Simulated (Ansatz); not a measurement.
Data:

C$_{2}$NiS$_{2}$:
```cif
data_C6Ni3S6
_chemical_formula_sum 'C6 S6 Ni3'
_space_group_name_H-M_alt 'P 1'
_space_group_IT_number 1
_cell_length_a 8.59185
_cell_length_b 8.59185
_cell_length_c 3.43715
_cell_angle_alpha 90.000
_cell_angle_beta 90.000
_cell_angle_gamma 120.000
loop_
_space_group_symop_operation_xyz
  'x, y, z'
loop_
_atom_site_label
_atom_site_type_symbol
_atom_site_fract_x
_atom_site_fract_y
_atom_site_fract_z
_atom_site_occupancy
C1 C 0.18932 0.09466 0.00000 1
C2 C 0.90534 0.09466 0.00000 1
C3 C 0.90534 0.81068 0.00000 1
C4 C 0.81068 0.90534 0.00000 1
C5 C 0.09466 0.90534 0.00000 1
C6 C 0.09466 0.18932 0.00000 1
S1 S 0.42047 0.21023 0.00000 1
S2 S 0.78977 0.21023 0.00000 1
S3 S 0.78977 0.57953 0.00000 1
S4 S 0.57953 0.78977 0.00000 1
S5 S 0.21023 0.78977 0.00000 1
S6 S 0.21023 0.42047 0.00000 1
Ni1 Ni 0.50000 0.00000 0.00000 1
Ni2 Ni 0.00000 0.50000 0.00000 1
Ni3 Ni 0.50000 0.50000 0.00000 1
```

This is the PBE+D3(BJ)-relaxed structure.

Problem. All from PBE+D3(BJ) (plane waves, PAW; program Ansatz), unless another level is named. Estimate the electronic character.

Solution. metallic (no gap).

Problem. And the density of states at the Fermi level?

Solution. 0.65 states/eV per atom (mean over ±0.08 eV).

Problem. And the formation energy from the elements (no fitted shifts)?

Solution. 25 meV/atom.

Space group P6/mmm. A made-up cell: these elements were put on the sites of a structure type; neither database checked (COD, Materials Project) lists it. Whether it is the stable phase at ambient conditions was not checked. Symmetry was held in the PBE+D3(BJ) relaxation; its stability against distortions is not shown here. The run is not spin-polarised. The references are the lowest solids computed at this level, not always the standard phases.

Potentials: the later of the program's two PAW sets.
